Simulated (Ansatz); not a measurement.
# Sensitivity of the gradients in CsPbBr3 to the input

This input was run with Ansatz:

```yaml
crystal:
  lattice:
    - [5.87, 0.0, 0.0]
    - [0.0, 5.87, 0.0]
    - [0.0, 0.0, 5.87]
  atoms:
    - { symbol: Cs, position: [0.0, 0.0, 0.0] }
    - { symbol: Pb, position: [0.5, 0.5, 0.5] }
    - { symbol: Br, position: [0.0, 0.5, 0.5] }
    - { symbol: Br, position: [0.5, 0.0, 0.5] }
    - { symbol: Br, position: [0.5, 0.5, 0.0] }
kpoints:
  mp_grid: { grid: [5, 5, 5] }
scf:
  occupations: { method: gaussian, width: 5.0 }
  max_iter: 50
hamiltonian:
  xc: pbe
  pseudopotentials: { kind: paw }
output:
  forces: true
  stress: true
  populations: true
  efg:
    quadrupole_moments_barn: { Cs: -0.00343, Br: 0.2579 }
    contact_densities: true
```

It converged. Of its output the block on the nuclei alone is shown, without the SCF iterations, energies, forces and stress (one atom of each set):

```
--- PAW observables at the nuclei: V_zz in 10²¹ V/m², potentials from the cell's mean, atoms counted from 1 ---
  atom   1  Cs V_zz =    +0.000000   η = 0.0000   by run symmetry: forbidden   C_q = -0.0000 MHz
            electrostatic potential = -9373.157454 V   contact ρ = 1900612.639748 e/Å³
  atom   2  Pb V_zz =    +0.000000   η = 0.0000   by run symmetry: forbidden
            electrostatic potential = -17473.465694 V   contact ρ = 16532434.506102 e/Å³
  atom   3  Br V_zz =    +7.684922   η = 0.0000   by run symmetry: allowed   C_q = +47.9231 MHz
            electrostatic potential = -4904.604262 V   contact ρ = 293261.807224 e/Å³
```

(1) Can these gradients be trusted, and how do they compare with a run on standard settings?

## Answers

(1) No. Against the standard input the change is `scf.occupations`: {method: fermi_dirac, width: 0.02} → {method: gaussian, width: 5.0}; `scf.max_iter`: not typed → 50. A site carries the number of its first atom; V_zz in 10²¹ V/m².

```
site  atom  V_zz standard  η standard  V_zz here  η here
  Br     3           20.9        0.00       7.68    0.00
```

The largest change of V_zz is on Br, from 20.9 to 7.68. In per cent, |V_zz| changes by -63 on Br (all sites that start above 0.5). Sites without a gradient aren't listed. Its pressure is 8 GPa, against 1 GPa in the reference run. The changed input holds a smearing of electronvolts, so its numbers aren't properties of the crystal.

On the reference run: This high-symmetry form of CsPbBr3 is unstable when cold, to tilts of the octahedra. The symmetry of the cell holds that distortion back, wholly or in part, and it would change the field gradients, the more the larger the distortion. Without spin–orbit coupling the gradients at and beside Pb can be off by some per cent, at some sites by more.
